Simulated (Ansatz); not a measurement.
Values for one crystal, relaxed and computed with PBE (plane waves, PAW; program Ansatz); other levels are named.

```yaml
volume_per_atom: 24.49 Å³
electronic_character: metallic (no gap)
Bulk modulus (Birch–Murnaghan fit): 66.3 GPa
Gap with spin–orbit coupling: none (metallic)
Pressure derivative B′: 5.4
Density of states at the Fermi level: 4.6 states/eV per atom (mean over ±0.08 eV)
```

Problem. Which compound is it?
A. La, diamond
B. W, R-3m (Pearson symbol hR13)
C. V, diamond
D. Pd, diamond

Solution. D, Pd, diamond

Space group Fd-3m (diamond). The start of the workflow was typed in or built on a structure type; neither database checked (COD, Materials Project) lists it. It is not the phase usual at ambient conditions (space group No. 225). The PBE relaxation kept the symmetry of its start; whether a distortion lowers the energy is not shown. No spin polarisation was allowed. Spin–orbit coupling is left out wherever it is not named.

Potentials: the later of the program's two PAW sets.
